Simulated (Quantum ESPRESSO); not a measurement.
# One change at a time to Ag2AlHfScTa3

All numbers below are calculated, not measured. They come from Quantum ESPRESSO 7.5, a public plane-wave density functional program. Each row is one single-point run on a made-up periodic cell of eight metal atoms, with elements, volume, strain and displacements drawn at random and not relaxed, so a cell may be unstable or far from any real phase. There is no spin polarisation or spin-orbit coupling.

Settings: PBE unless stated; PseudoDojo standard norm-conserving files; Fermi-Dirac width 0.25 eV, which means electrons at about 2900 K; cutoff 1116 eV; 5 x 5 x 5 k mesh shifted half a step off Gamma. E is the free energy of the whole cell (internal energy minus TS), so a -TS column is already part of it. Stress is positive in tension, and the pressure P is minus a third of its trace.

Checks: one run of this series was repeated at a higher cutoff and on a denser mesh, which moved values by no more than 0.003 eV, 0.04 GPa and 0.003 eV/Å, and a second program with other atomic files agreed on it to 2 % rms in force and 0.5 GPa in pressure. Known limits: heavy elements are run without spin-orbit coupling, which real alloys of them have; a spin test at this wide smearing found no moment, but such smearing suppresses magnetism that the real alloy may have.

The lattice is hexagonal close-packed, and the cell vectors in Å are (3.147, -0.069, 5.016); (3.016, 0.094, -4.936); (-3.060, 5.285, -0.125), a volume of 162.38 Å³ in run 1. The elements on sites 1 to 8 are Sc Ta Hf Ag Ag Al Ta Ta. Each later run makes one change to run 1 and keeps the rest. E is counted from run 1, and is n/a where other atomic files have another zero of energy.

```
run                           change  V (Å³)  P (GPa)  -TS (eV)  rms force (eV/Å)  largest change of a force component (eV/Å)  E (eV)
  1                             none  162.38    -6.14    -1.657             0.883                                       0.000   0.000
  2          sites 4 and 7 exchanged  162.38    -5.84    -1.583             0.763                                       1.021   0.280
  3    all lengths scaled by -0.77 %  158.66    -3.87    -1.621             0.935                                       0.137  -0.116
  4           PBEsol in place of PBE  162.38   -10.53    -1.663             0.832                                       0.144     n/a
  5                      W on site 5  162.38    -9.28    -1.767             0.887                                       0.698     n/a
  6  site 8 moved by -0.20 Å along x  162.38    -6.84    -1.640             0.749                                       1.033       ?
```

## Worked estimate

Along the move dE = -F dx. The force on site 8 along x is -1.330 eV/Å in run 1 and -0.297 eV/Å in run 6, and the move is -0.20 Å, so the mean force times the move gives an estimate.

## Withheld value

Question: what E should run 6 give?

The estimate is -0.163 eV. The calculation gave -0.160 eV.
